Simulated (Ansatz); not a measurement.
Relaxation of a relaxed Ti3Al cell shaken by Gaussian noise of σ = 0.08 Å a coordinate; 8 atoms in the cell, which starts as P1 (No. 1), aP8; a = 2.918 Å, b = c = 7.561 Å, α = 120.00°, β = γ = 90.00°. Computed with r2SCAN (plane waves to 500 eV, PAW, scalar-relativistic; Ansatz, a program for electronic structure). Γ-centred k-mesh 5×5×11 on the run's cell (coarser than for final values), Fermi–Dirac smearing 0.05 eV. This is the first round of the run. 

The optimiser's lines from the output (shortened; P is positive under compression):

```
relax step   1: F+E_penalty+E_count = -16104.70865365 eV  Δ(F+E_penalty+E_count) = +0.000e0 eV  max|allowed force component| = 1.683e0 eV/Å  Δτ_max = 0.0000 Å  P = +1.141 GPa  Ω = 144.490 Å³  (15 SCF iters, dr2 threshold 1.00e-7 eV, accepted)
relax step   2: F+E_penalty+E_count = -16105.29065264 eV  Δ(F+E_penalty+E_count) = -5.820e-1 eV  max|allowed force component| = 5.097e-1 eV/Å  Δτ_max = 0.1947 Å  P = +1.147 GPa  Ω = 142.989 Å³  (14 SCF iters, dr2 threshold 8.00e-7 eV, accepted)
relax step   3: F+E_penalty+E_count = -16105.75914845 eV  Δ(F+E_penalty+E_count) = -4.685e-1 eV  max|allowed force component| = 7.149e-1 eV/Å  Δτ_max = 0.2000 Å  P = +0.360 GPa  Ω = 143.044 Å³  (13 SCF iters, dr2 threshold 8.00e-7 eV, accepted)
relax step   4: F+E_penalty+E_count = -16106.42150968 eV  Δ(F+E_penalty+E_count) = -6.624e-1 eV  max|allowed force component| = 6.161e-1 eV/Å  Δτ_max = 0.2000 Å  P = +0.116 GPa  Ω = 141.938 Å³  (14 SCF iters, dr2 threshold 8.00e-7 eV, accepted)
relax step   5: F+E_penalty+E_count = -16106.72213843 eV  Δ(F+E_penalty+E_count) = -3.006e-1 eV  max|allowed force component| = 4.765e-1 eV/Å  Δτ_max = 0.1948 Å  P = +0.186 GPa  Ω = 140.906 Å³  (13 SCF iters, dr2 threshold 8.00e-7 eV, accepted)
relax step   6: F+E_penalty+E_count = -16107.00428407 eV  Δ(F+E_penalty+E_count) = -2.821e-1 eV  max|allowed force component| = 5.420e-1 eV/Å  Δτ_max = 0.1955 Å  P = -0.628 GPa  Ω = 140.476 Å³  (11 SCF iters, dr2 threshold 8.00e-7 eV, accepted)
relax step   7: F+E_penalty+E_count = -16107.23983103 eV  Δ(F+E_penalty+E_count) = -2.355e-1 eV  max|allowed force component| = 4.378e-1 eV/Å  Δτ_max = 0.1959 Å  P = +0.306 GPa  Ω = 138.322 Å³  (11 SCF iters, dr2 threshold 8.00e-7 eV, accepted)
relax step   8: F+E_penalty+E_count = -16107.49326347 eV  Δ(F+E_penalty+E_count) = -2.534e-1 eV  max|allowed force component| = 3.496e-1 eV/Å  Δτ_max = 0.1956 Å  P = +0.228 GPa  Ω = 137.633 Å³  (13 SCF iters, dr2 threshold 8.00e-7 eV, accepted)
relax step   9: F+E_penalty+E_count = -16107.67805663 eV  Δ(F+E_penalty+E_count) = -1.848e-1 eV  max|allowed force component| = 8.096e-1 eV/Å  Δτ_max = 0.1972 Å  P = +0.127 GPa  Ω = 137.142 Å³  (12 SCF iters, dr2 threshold 8.00e-7 eV, accepted)
relax step  10: F+E_penalty+E_count = -16107.97636696 eV  Δ(F+E_penalty+E_count) = -2.983e-1 eV  max|allowed force component| = 6.092e-1 eV/Å  Δτ_max = 0.1946 Å  P = -0.734 GPa  Ω = 136.707 Å³  (11 SCF iters, dr2 threshold 8.00e-7 eV, accepted)
relax step  11: F+E_penalty+E_count = -16108.26263594 eV  Δ(F+E_penalty+E_count) = -2.863e-1 eV  max|allowed force component| = 4.899e-1 eV/Å  Δτ_max = 0.1949 Å  P = -0.675 GPa  Ω = 135.526 Å³  (12 SCF iters, dr2 threshold 8.00e-7 eV, accepted)
relax step  12: F+E_penalty+E_count = -16108.19917604 eV  Δ(F+E_penalty+E_count) = +6.346e-2 eV  max|allowed force component| = 1.137e0 eV/Å  Δτ_max = 0.1276 Å  P = +0.949 GPa  Ω = 134.118 Å³  (11 SCF iters, dr2 threshold 8.00e-7 eV, rejected (line search))
relax step  13: F+E_penalty+E_count = -16108.37549213 eV  Δ(F+E_penalty+E_count) = -1.129e-1 eV  max|allowed force component| = 1.460e-1 eV/Å  Δτ_max = 0.0412 Å  P = -0.429 GPa  Ω = 135.213 Å³  (18 SCF iters, accepted)
relax step  14: F+E_penalty+E_count = -16108.43075753 eV  Δ(F+E_penalty+E_count) = -5.527e-2 eV  max|allowed force component| = 2.455e-1 eV/Å  Δτ_max = 0.0365 Å  P = +0.044 GPa  Ω = 134.679 Å³  (9 SCF iters, dr2 threshold 8.00e-7 eV, accepted)
relax step  15: F+E_penalty+E_count = -16108.44072647 eV  Δ(F+E_penalty+E_count) = -9.969e-3 eV  max|allowed force component| = 5.301e-2 eV/Å  Δτ_max = 0.0416 Å  P = +0.071 GPa  Ω = 134.737 Å³  (8 SCF iters, dr2 threshold 8.00e-7 eV, accepted)
relax step  16: F+E_penalty+E_count = -16108.44255584 eV  Δ(F+E_penalty+E_count) = -1.829e-3 eV  max|allowed force component| = 2.801e-2 eV/Å  Δτ_max = 0.0154 Å  P = +0.037 GPa  Ω = 134.759 Å³  (8 SCF iters, dr2 threshold 8.00e-7 eV, accepted)
relax step  17: F+E_penalty+E_count = -16108.44304754 eV  Δ(F+E_penalty+E_count) = -4.917e-4 eV  max|allowed force component| = 6.632e-3 eV/Å  Δτ_max = 0.0064 Å  P = +0.028 GPa  Ω = 134.768 Å³  (9 SCF iters, dr2 threshold 7.64e-8 eV, accepted)
relax step  18: F+E_penalty+E_count = -16108.44304160 eV  Δ(F+E_penalty+E_count) = +5.940e-6 eV  max|allowed force component| = 7.186e-4 eV/Å  Δτ_max = 0.0010 Å  P = -0.010 GPa  Ω = 134.809 Å³  (9 SCF iters, dr2 threshold 3.24e-9 eV, accepted)
relax step  19: F+E_penalty+E_count = -16108.43976398 eV  Δ(F+E_penalty+E_count) = +3.278e-3 eV  max|allowed force component| = 7.999e-4 eV/Å  Δτ_max = 0.0000 Å  P = -0.026 GPa  Ω = 134.809 Å³  stress off target by 4.02e-2 GPa  SCF on the basis re-selected at this cell (its energy is not comparable with the rows above)  (9 SCF iters)
relax step  20: F+E_penalty+E_count = -16108.43978398 eV  Δ(F+E_penalty+E_count) = -2.000e-5 eV  max|allowed force component| = 7.530e-4 eV/Å  Δτ_max = 0.0002 Å  P = +0.005 GPa  Ω = 134.771 Å³  (6 SCF iters, dr2 threshold 4.03e-9 eV, accepted)
relax step  21: F+E_penalty+E_count = -16108.43976870 eV  Δ(F+E_penalty+E_count) = +1.528e-5 eV  max|allowed force component| = 7.532e-4 eV/Å  Δτ_max = 0.0000 Å  P = +0.005 GPa  Ω = 134.771 Å³  stress off target by 7.49e-3 GPa  SCF on the basis re-selected at this cell (its energy is not comparable with the rows above)  (7 SCF iters)
```

From the first to the last row the energy changes by -0.47 eV/atom and the volume by -6.7 %. The last row is marked as not comparable with the walk above it, whose basis was carried along; it does compare with step 1, since both stand on a basis selected at the nominal cutoff for their own cell.

Step 12 was rejected by the optimiser.

Later rounds, restarted from the end of this one on a renewed k-mesh, logged 4 more steps and released under 0.01 eV/atom more. The final structure after all rounds: P2₁/m (No. 11), mP8; a = 7.016 Å, b = 3.005 Å, c = 7.116 Å, α = 90.00°, β = 116.04°, γ = 90.00°. Between re-selections the logged energies stand on a plane-wave basis carried along with the cell. No spin polarisation in the result.

The relaxed structure here is a generated cell of Ti3Al: the first start was made by placing the elements on the sites of a structure type, and the end was not matched to a known phase here, so it may be hypothetical. Known forms of Ti3Al include space group No. 194.
